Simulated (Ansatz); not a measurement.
The cell below belongs to a search over invented structures; it isn't taken from experiment.

Input and command of a plane-wave DFT calculation in Ansatz:

```yaml
crystal:
  lattice:
    - [7.8517324161, 0.0, 0.0]
    - [0.0, 7.8517324161, 0.0]
    - [0.0, 0.0, 3.9870304758]
  atoms:
    - { symbol: Zr, position: [0.8654088207, 0.3654088207, 0.0], spin: 1.0 }
    - { symbol: Zr, position: [0.6345911793, 0.8654088207, 0.0], spin: 1.0 }
    - { symbol: Zr, position: [0.3654088207, 0.1345911793, 0.0], spin: 1.0 }
    - { symbol: Zr, position: [0.1345911793, 0.6345911793, 0.0], spin: 1.0 }
    - { symbol: In, position: [0.5, 0.5, 0.0] }
    - { symbol: In, position: [0.0, 0.0, 0.0] }
    - { symbol: In, position: [0.6692471078, 0.1692471078, 0.5] }
    - { symbol: In, position: [0.8307528922, 0.6692471078, 0.5] }
    - { symbol: In, position: [0.1692471078, 0.3307528922, 0.5] }
    - { symbol: In, position: [0.3307528922, 0.8307528922, 0.5] }
basis:
  ecutwfc: 420
kpoints:
  mp_grid: { grid: [2, 2, 4] }
hamiltonian:
  xc: pbe
scf:
  occupations: { method: gaussian, width: 0.1 }
  lower_state_search: "off"
output:
  forces: true
  stress: true
  eigenvalues: true
  populations: true
magnetization:
  spin_polarized: true
```

```bash
ansatz run input.yaml --threads 1 --pin off --max-ram 2560MiB --backend cpu --events-out ev --progress --plain --runs-dir out
```

Processor: Intel(R) Xeon(R) Processor @ 2.50GHz (Skylake/Cascade Lake), 1 thread, on a host shared with other jobs.

**Question.** Estimate time, memory and problem size.

**Answer.** About 3.8 min, peak memory 0.72 GiB. It solves 78 bands at 9 k points (after reduction by symmetry) with about 4813 plane waves, in 22 SCF iterations.
